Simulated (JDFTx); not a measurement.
Pb(110) slab cut from bulk Pb (space group Fm-3m, indices of the conventional cell, lattice of the Materials Project entry mp-20483, not re-optimised): 8 atoms in 8 planes, a 1x1 cell of 17.60 Å² (|a| = 3.528, |b| = 4.990 Å), 12.1 Å between the outermost planes, cell height 28.3 Å, 6×4×1 k mesh, Fermi smearing 0.01 Ha, no spin polarisation.

All numbers are PBE, GBRV ultrasoft potentials, plane waves to 20/100 Ha results from a modified build of JDFTx, not measurements. Liquid: SCCS (g09 parameters), water, 1 M KF. The neutral cell holds 112 valence electrons and has two faces of 17.604 Å² each. Last filling lines of the neutral and of a charged run (μ in hartree, zero in the bulk liquid):

```
FillingsUpdate:  mu: -0.132520403  nElectrons: 112.000000
FillingsUpdate:  mu: -0.124580000  nElectrons: 112.057485
```

A calculation by hand: both potentials, by the convention U = −μ/e − 4.44 V vs SHE, the surface charge density and the mean capacitance.

U_pzc = 0.13252 × 27.2114 − 4.44 = -0.83 V; U = 0.12458 × 27.2114 − 4.44 = -1.05 V. The cell has 0.0575 excess electrons, a net charge of -0.0575 e, shared by two faces: σ = -0.0575 e / (2 × 17.604 Å²) = -0.00163 e/Å² = -2.6 μC/cm² (1 e/Å² = 1602.18 μC/cm²). C = σ/(U − U_pzc) = -2.6/-0.22 ≈ 12 μF/cm².
